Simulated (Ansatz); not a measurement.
GaAs:
```cif
data_As3Ga3
_chemical_formula_sum 'Ga3 As3'
_space_group_name_H-M_alt 'P 1'
_space_group_IT_number 1
_cell_length_a 4.08101
_cell_length_b 4.08101
_cell_length_c 8.93646
_cell_angle_alpha 90.000
_cell_angle_beta 90.000
_cell_angle_gamma 120.000
loop_
_space_group_symop_operation_xyz
  'x, y, z'
loop_
_atom_site_label
_atom_site_type_symbol
_atom_site_fract_x
_atom_site_fract_y
_atom_site_fract_z
_atom_site_occupancy
Ga1 Ga 0.00000 0.49992 0.66667 1
Ga2 Ga 0.50008 0.50008 0.00000 1
Ga3 Ga 0.49992 0.00000 0.33333 1
As1 As 0.00000 0.49996 0.16667 1
As2 As 0.50004 0.50004 0.50000 1
As3 As 0.49996 0.00000 0.83333 1
```

Relaxed with PBE.

Task: Which orbitals make up the states near the Fermi level in PBE in the plane-wave PAW code Ansatz?

Result: Within 0.5 eV of the Fermi level: As 4p 50 %, Ga 4p 24 %, Ga 4s 16 %, As 4s 7 %. Projections are on Löwdin-orthogonalised atomic valence shells; empty p or d shells of many metals are not among them.

Task: Tabulate the density of states.

Result: States/eV per cell of 6 atoms, in 0.25 eV bins, energy from the Fermi level.

| E (eV) | total | As 4p | Ga 4p | Ga 4s |
|---|---|---|---|---|
| -7.85 | 0.00 | 0.00 | 0.00 | 0.00 |
| -7.60 | 0.03 | 0.01 | 0.00 | 0.02 |
| -7.35 | 1.35 | 0.58 | 0.07 | 0.67 |
| -7.10 | 2.74 | 1.17 | 0.16 | 1.33 |
| -6.85 | 2.31 | 0.98 | 0.15 | 1.04 |
| -6.60 | 3.09 | 1.29 | 0.21 | 1.36 |
| -6.35 | 1.80 | 0.75 | 0.18 | 0.68 |
| -6.10 | 0.96 | 0.40 | 0.10 | 0.34 |
| -5.85 | 0.85 | 0.36 | 0.10 | 0.29 |
| -5.60 | 2.68 | 1.09 | 0.35 | 1.02 |
| -5.35 | 3.39 | 1.35 | 0.38 | 1.28 |
| -5.10 | 1.90 | 0.77 | 0.25 | 0.66 |
| -4.85 | 1.15 | 0.54 | 0.27 | 0.23 |
| -4.60 | 1.27 | 0.60 | 0.31 | 0.25 |
| -4.35 | 1.32 | 0.66 | 0.36 | 0.21 |
| -4.10 | 1.53 | 0.80 | 0.45 | 0.18 |
| -3.85 | 1.95 | 1.07 | 0.63 | 0.15 |
| -3.60 | 2.25 | 1.27 | 0.73 | 0.14 |
| -3.35 | 2.82 | 1.63 | 0.90 | 0.16 |
| -3.10 | 3.73 | 2.19 | 1.15 | 0.23 |
| -2.85 | 3.45 | 2.04 | 1.01 | 0.25 |
| -2.60 | 2.96 | 1.79 | 0.83 | 0.22 |
| -2.35 | 3.88 | 2.50 | 1.05 | 0.20 |
| -2.10 | 3.76 | 2.46 | 1.02 | 0.16 |
| -1.85 | 4.11 | 2.77 | 1.09 | 0.14 |
| -1.60 | 4.38 | 3.03 | 1.10 | 0.13 |
| -1.35 | 4.26 | 2.94 | 1.07 | 0.13 |
| -1.10 | 4.52 | 3.09 | 1.20 | 0.11 |
| -0.85 | 2.02 | 1.44 | 0.50 | 0.04 |
| -0.60 | 1.06 | 0.74 | 0.27 | 0.02 |
| -0.35 | 0.36 | 0.24 | 0.10 | 0.01 |
| -0.10 | 0.10 | 0.06 | 0.03 | 0.01 |
| 0.15 | 0.10 | 0.03 | 0.02 | 0.03 |
| 0.40 | 0.33 | 0.09 | 0.07 | 0.10 |
| 0.65 | 1.11 | 0.29 | 0.28 | 0.33 |
| 0.90 | 2.80 | 0.83 | 0.71 | 0.74 |
| 1.15 | 2.94 | 0.92 | 0.75 | 0.80 |
| 1.40 | 1.55 | 0.47 | 0.42 | 0.40 |
| 1.65 | 2.93 | 0.93 | 0.85 | 0.68 |
| 1.90 | 3.45 | 1.11 | 1.12 | 0.71 |
| 2.15 | 3.81 | 1.30 | 1.31 | 0.66 |
| 2.40 | 3.29 | 1.12 | 1.23 | 0.48 |
| 2.65 | 3.87 | 1.48 | 1.18 | 0.72 |
| 2.90 | 4.13 | 1.36 | 1.61 | 0.57 |
| 3.15 | 3.22 | 0.97 | 1.50 | 0.32 |
| 3.40 | 3.75 | 1.10 | 1.81 | 0.28 |
| 3.65 | 2.46 | 0.68 | 1.23 | 0.16 |
| 3.90 | 2.09 | 0.49 | 1.09 | 0.13 |
| 4.15 | 3.88 | 0.80 | 2.15 | 0.17 |
| 4.40 | 3.13 | 0.72 | 1.69 | 0.12 |
| 4.65 | 3.62 | 0.87 | 1.89 | 0.16 |

Space group P6_422. The start of the workflow was typed in or built on a structure type; neither database checked (COD, Materials Project) lists it. It is not the phase usual at ambient conditions (space group No. 216). The cell was relaxed with PBE under the symmetry of its start; whether a distortion lowers the energy is not shown. Scalar-relativistic: spin–orbit coupling is off unless named, which matters more the heavier the elements.

Potentials: the later of the program's two PAW sets.
